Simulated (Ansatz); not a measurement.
The start is a generated cell, Ir built in the AFLOW prototype A_oF8_70_a. Cell shape, volume and atoms are optimised at zero target pressure with r2SCAN (plane waves to 500 eV, PAW, scalar-relativistic; Ansatz, a first-principles code). First-step values are on the input's coarse k-mesh.

Ansatz input (later rounds restart from its end on a renewed k-mesh):
Ansatz 0.2 input:
```yaml
crystal:
  lattice:
    - [0, 2.448174, 4.3130169]
    - [1.3406344, 0, 4.3130169]
    - [1.3406344, 2.448174, 0]
  atoms:
    - { symbol: Ir, position: [0.25, 0.25, 0.25] }
    - { symbol: Ir, position: [0, 0, 0] }
basis: { ecutwfc: 500, ecutrho_ratio: 4, xc_grid: 4, fft_grid_basis: typed }
kpoints: { mp_grid: { grid: [14, 14, 14] } }
hamiltonian:
  xc: r2scan
  dispersion: none
  pseudopotentials: { kind: paw }
scf: { occupations: { method: fermi_dirac, width: 0.05 } }
relax: { f_tol: 0.01, max_steps: 100, cell: { stress_tol: 0.02 } }
output: { forces: true, stress: true }
```

Question: What pressure does the first self-consistent step give?

Answer: +12.1 GPa (positive: the cell is compressed).

Question: By how much does the energy per atom fall from start to end?

Answer: 0.12 eV/atom.

Question: How does the volume per atom move from start to end?

Answer: +2.6 %, from 14.16 to 14.53 Å³/atom.

Question: How do the shortest distances between atoms change?

Answer: The closest pairs of elements (up to four, under 3.6 Å), start → end: Ir–Ir 2.57 → 2.64 Å.

Question: Is the relaxed structure metallic? Give its gap.

Answer: Zero (metallic).

Question: Write out the relaxed structure.

Answer: 
Space group Fddd, origin choice 1 (No. 70); a = 2.7486 Å, b = 4.6505 Å, c = 9.0935 Å, α = β = γ = 90.00°

```json
[
 {"atom": "Ir", "site": "8a", "symmetry": "222", "x": "0.0000", "y": "0.0000", "z": "0.0000"}
]
```
(The calculation used a cell of 2 atoms; values per cell refer to that cell.)

The space group stays Fddd (No. 70) (the run could not lower it); the end is AFLOW prototype A_oF8_70_a, with 2 atoms in the primitive cell. Final values are on a 20×20×20 k-mesh of the relaxed cell. No spin polarisation in the result.

The run could not lose the symmetry of its start: the end is stationary, and may be a saddle point rather than a minimum.

All atoms sit on sites fixed by symmetry, so only the cell could relax.

The relaxed structure here is a generated cell of Ir: the first start was made by placing the elements on the sites of a structure type, and the end was not matched to a known phase here, so it may be hypothetical. Known forms of Ir include space group No. 225.
